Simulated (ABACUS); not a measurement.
A self-consistent single point of Sn₂GeTe₃ (P-3m1, 12 atoms in the cell; from Materials Project mp-1218976, changed as shown) with ABACUS.

Method: LDA (PW92), numerical atomic orbitals DZP (confined pseudo-atomic orbitals with Gaussian additions; energy shift 0.003 Ry), PseudoDojo 0.4 standard norm-conserving LDA (tails mended) pseudopotentials (ABACUS).

The change in words: lattice scaled by 1.02. Reference geometry (P-3m1):
```
CELL_PARAMETERS angstrom
      4.42633     0.00000     0.00000
      0.00000     7.66663     0.00000
      0.00000     0.00000    10.98346
ATOMIC_POSITIONS crystal
  Sn 0.00000 0.33333 0.82714
  Sn 0.50000 0.16667 0.17286
  Sn 0.50000 0.83333 0.82714
  Sn 0.00000 0.66667 0.17286
  Ge 0.00000 0.00000 0.50000
  Ge 0.50000 0.50000 0.50000
  Te 0.00000 0.33333 0.34809
  Te 0.50000 0.16667 0.65191
  Te 0.00000 0.00000 0.00000
  Te 0.50000 0.83333 0.34809
  Te 0.00000 0.66667 0.65191
  Te 0.50000 0.50000 0.00000
```

Reference input (self-consistent single point, DFT, LDA (PW92), numerical atomic orbitals DZP (confined pseudo-atomic orbitals with Gaussian additions; energy shift 0.003 Ry), PseudoDojo 0.4 standard norm-conserving LDA (tails mended) pseudopotentials): basis = DZP numerical atomic orbitals, energy shift 0.003 Ry; KPT = Gamma 4 2 2 0 0 0; basis_type = lcao; dft_functional = PWLDA; ecutwfc = 100 Ry; smearing_method = fd; smearing_sigma = 0.00734986 Ry; potentials = PseudoDojo 0.4 standard norm-conserving LDA (tails mended); symmetry = 1; symmetry_prec = 1e-05; ks_solver = scalapack_gvx; scf_nmax = 100. This run's input differs from it in these lines:

```diff
@@ -35,5 +35,5 @@
 LATTICE_VECTORS
-   4.4263300000    0.0000000000    0.0000000000
-   0.0000000000    7.6666280000    0.0000000000
-   0.0000000000    0.0000000000   10.9834600000
+   4.5148570000    0.0000000000    0.0000000000
+   0.0000000000    7.8199610000    0.0000000000
+   0.0000000000    0.0000000000   11.2031290000
 
@@ -45,6 +45,6 @@
 4
-   0.0000000000    2.5555401111    9.0848591044 1 1 1
-   2.2131650000    1.2777738889    1.8986008956 1 1 1
-   2.2131650000    6.3888541111    9.0848591044 1 1 1
-   0.0000000000    5.1110878889    1.8986008956 1 1 1
+   0.0000000000    2.6066510600    9.2665561211 1 1 1
+   2.2574285000    1.3033294400    1.9365728789 1 1 1
+   2.2574285000    6.5166315600    9.2665561211 1 1 1
+   0.0000000000    5.2133099400    1.9365728789 1 1 1
 
@@ -53,4 +53,4 @@
 2
-   0.0000000000    0.0000000000    5.4917300000 1 1 1
-   2.2131650000    3.8333140000    5.4917300000 1 1 1
+   0.0000000000    0.0000000000    5.6015645000 1 1 1
+   2.2574285000    3.9099805000    5.6015645000 1 1 1
 
@@ -59,8 +59,8 @@
 6
-   0.0000000000    2.5555401111    3.8232325914 1 1 1
-   2.2131650000    1.2777738889    7.1602274086 1 1 1
+   0.0000000000    2.6066510600    3.8996971736 1 1 1
+   2.2574285000    1.3033294400    7.3034318264 1 1 1
    0.0000000000    0.0000000000    0.0000000000 1 1 1
-   2.2131650000    6.3888541111    3.8232325914 1 1 1
-   0.0000000000    5.1110878889    7.1602274086 1 1 1
-   2.2131650000    3.8333140000    0.0000000000 1 1 1
+   2.2574285000    6.5166315600    3.8996971736 1 1 1
+   0.0000000000    5.2133099400    7.3034318264 1 1 1
+   2.2574285000    3.9099805000    0.0000000000 1 1 1
 # file: KPT
```

The program printed (abridged):

```
 SELF-CONSISTENT
 -------------------------------------------

                  longest orb rcut (Bohr) = 8.6
   longest nonlocal projector rcut (Bohr) = 2.66
                     search radius (Bohr) = 22.5

                          real space grid = [ 60, 96, 135 ]

                                 init_chg = atomic

 LCAO ALGORITHM --------------- ION=   1  ELEC=   1--------------------------------

 Density error is 0.0240905827096
 E_KohnSham     -2240.2716072705     -30480.4589264969
 E_Fermi        0.6017832770         8.1876815285

 LCAO ALGORITHM --------------- ION=   1  ELEC=   2--------------------------------

   [... lines left out ...]

   [... 6 blocks of this kind left out ...]

 LCAO ALGORITHM --------------- ION=   1  ELEC=   9--------------------------------

 Density error is 2.20385435178e-07
 E_KohnSham     -2240.3126293585     -30481.0170606372
 E_Fermi        0.6005184113         8.1704721473

 LCAO ALGORITHM --------------- ION=   1  ELEC=  10--------------------------------

 Density error is 5.97106793566e-08
 E_KohnSham     -2240.3126293584     -30481.0170606359
 E_KS(sigma->0) -2240.3107167258     -30480.9910379342
 E_entropy(-TS) -0.0038252652        -0.0520454032
 E_Fermi        0.6005184561         8.1704727569
 charge density convergence is achieved
 final etot is -30481.017061 eV
 EFERMI = 8.1704727569 eV

 STATE ENERGY(eV) AND OCCUPATIONS    NSPIN == 1
   [... 106 lines left out ...]

 TOTAL-FORCE (eV/Angstrom)
                       Sn1         0.0000000000        -0.0048725769        -0.0474943382
                       Sn2         0.0000000000         0.0048725769         0.0474943382
                       Sn3         0.0000000000        -0.0048725769        -0.0474943382
                       Sn4         0.0000000000         0.0048725769         0.0474943382
                       Ge1         0.0000000000         0.0000000000         0.0000000000
                       Ge2         0.0000000000         0.0000000000         0.0000000000
                       Te1         0.0000000000        -0.0123095512        -0.0224438415
   [... lines left out ...]

 TOTAL-STRESS (KBAR)
       -50.2996355161         0.0000000000         0.0000000000
         0.0000000000       -53.3392427315         2.5820455587
         0.0000000000         2.5820455587       -54.3874615320
 TOTAL-PRESSURE: -52.675447 KBAR

 --------------------------------------------
 !FINAL_ETOT_IS -30481.0170606358624354 eV
 --------------------------------------------
```

The run converged in 10 iterations. Against the reference run the free energy goes up by 51.3 meV/atom and the pressure goes from -3.27 to -5.27 GPa.

Spin-orbit coupling is left out, which matters for bands and gaps with elements this heavy. The atom-centred basis is finite, which shifts total energies and pressures against plane waves. The structure comes from a collection of computed structures, made at another level of theory; the collection holds predicted forms beside known ones. No clean gap shows at this smearing width and mesh (spacing up to 0.40 Å⁻¹); the mesh is coarse for partly filled bands, so the values carry mesh errors. Semi-local functionals can close small gaps.

Cost on one core: roughly 60 core-seconds.

The atomic orbitals were generated for these runs; they are not ABACUS's published sets and were checked against plane waves on a few crystals only.

“Tails mended”: in these copies of the files the far tail of each local potential was reset to the Coulomb form.
